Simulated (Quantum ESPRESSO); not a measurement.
## Sn2Ta4CuRe (a curve over strain)

Simulated, not a measurement. The program is pw.x of Quantum ESPRESSO 7.5 (plane-wave density functional theory). The cell is made up: eight metal atoms on a face-centred cubic lattice, with elements, volume, strain and displacements drawn at random and not relaxed, so it may be unstable or far from any real phase. PseudoDojo standard norm-conserving files set the functional (PBE unless stated); there is no spin polarisation or spin-orbit coupling, the Fermi-Dirac width of 0.25 eV means electrons at about 2900 K, and the masses in the input are unused placeholders. The copper pseudopotential is less sure than most, with forces differing by about three percent and pressure by about two GPa from a second method on plain copper. The tin pseudopotential is less sure than most, with forces differing by about three percent from a second method on plain tin. Heavy elements are run without spin-orbit coupling, which real alloys of them have. A spin test at this wide smearing found no moment, but such smearing suppresses magnetism that the real alloy may have.

Seven runs add a strain to one cell (uniform); the atoms follow the cell and are not relaxed. Stress in the table is positive in tension.

Input of the run at -0.0038:

```
&control calculation='scf', pseudo_dir='./dojo.nc.sr.pbe.v0_5.standard.upf', outdir='./o', disk_io='minimal', tprnfor=.true., tstress=.true. /
&system ibrav=0, nat=8, ntyp=4, nbnd=71, ecutwfc=92.02030273, nosym=.true., tot_charge=0,
 occupations='smearing', smearing='fd', degauss=0.0183746611
/
&electrons conv_thr=1.470e-08, electron_maxstep=70, mixing_beta=0.5 /
ATOMIC_SPECIES
Cu 1.0 Cu.upf
Re 1.0 Re.upf
Sn 1.0 Sn.upf
Ta 1.0 Ta.upf
CELL_PARAMETERS angstrom
-0.0384 -2.0871 -2.1014
0.0463 4.1148 -4.1433
8.2092 0.1229 0.0304
ATOMIC_POSITIONS angstrom
Sn -0.0987 -0.0739 -0.0029
Sn 4.1884 -0.0063 -0.0379
Ta 0.0441 1.9806 -2.1121
Ta 4.1241 2.1 -2.0686
Cu 1.9722 -0.0299 -2.055
Ta 6.0932 0.1664 -2.0866
Re 2.0482 2.0228 -4.3089
Ta 6.1329 2.2198 -4.2492
K_POINTS automatic
8 4 3 1 1 1
```

| added strain | free energy less that of the input shown (eV) | stress xx (GPa) | stress yy (GPa) | stress zz (GPa) | stress xy (GPa) | pressure (GPa) | iterations |
| --- | --- | --- | --- | --- | --- | --- | --- |
| -0.0207 | 0.5351 | -15.99 | -19.12 | -18.44 | 2.38 | 17.85 | 20 |
| -0.0164 | 0.3527 | -12.94 | -16.03 | -15.36 | 2.25 | 14.77 | 20 |
| -0.0093 | 0.1224 | -8.28 | -11.31 | -10.64 | 2.03 | 10.07 | 20 |
| -0.0038 | 0.0000 | -4.97 | -7.94 | -7.28 | 1.87 | 6.73 | 22 |
| +0.0153 | -0.0814 | 4.73 | 2.00 | 2.62 | 1.38 | -3.12 | 20 |
| +0.0209 | -0.0139 | 7.09 | 4.44 | 5.05 | 1.25 | -5.53 | 19 |
| +0.0242 | 0.0433 | 8.40 | 5.80 | 6.39 | 1.18 | -6.86 | 21 |

A cubic fit gives a slope of stress xx against the added strain of 549 GPa at zero added strain, with the atoms clamped. Across the table the energy follows the integral of volume times stress to 2.4 meV. A rerun of one of the cells at a higher cutoff and on a denser mesh moved values by no more than 0.002 eV in energy, 0.03 GPa in stress and 0.005 eV/Å in force, and a second program with other atomic files agreed on that cell to 2 % rms in force and 0.5 GPa in pressure.